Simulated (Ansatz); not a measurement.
Consider the following.

NbSi₂ (CrSi2 type, space group P6_222)

```cif
data_Nb3Si6
_chemical_formula_sum 'Nb3 Si6'
_space_group_name_H-M_alt 'P6222'
_space_group_IT_number 180
_space_group_name_Hall 'P 62 2 (0 0 4)'
_cell_length_a 4.76747
_cell_length_b 4.76747
_cell_length_c 6.57579
_cell_angle_alpha 90.000
_cell_angle_beta 90.000
_cell_angle_gamma 120.000
loop_
_atom_site_label
_atom_site_type_symbol
_atom_site_symmetry_multiplicity
_atom_site_Wyckoff_symbol
_atom_site_fract_x
_atom_site_fract_y
_atom_site_fract_z
_atom_site_occupancy
Nb1 Nb 3 c 0.50000 0.00000 0.00000 1
Si1 Si 6 i 0.15965 0.31929 0.00000 1
```

The volume is varied about the relaxed value V₀ at fixed cell shape. The atoms relax within the cell's symmetry.

Method: PBEsol (plane waves to 420 eV, PAW, scalar-relativistic; Ansatz, an electronic-structure program). k mesh 12×12×8 (Γ-centred), Fermi-Dirac smearing 0.05 eV. E stands for the smeared free energy. Compression counts positive. With the shape held, the modulus is that of even scaling; a crystal free to change shape is softer. NbSi2 is run without spin polarisation. NbSi2 was relaxed with its symmetry unable to fall. ΔE is measured from the relaxed starting cell.

The scan covers V/V₀ from 0.900 to 1.100 in 11 points.

**Question.** What pressure does the cell carry at V/V₀ = 0.900?

**Answer.** 24.8 GPa.

**Question.** What is ΔE at V/V₀ = 0.900?

**Answer.** 102 meV/atom.

**Question.** What is ΔE at V/V₀ = 1.100?

**Answer.** 71 meV/atom.

(Under strain, the slope of the energy per volume gives the stress and its curvature an elastic modulus.)
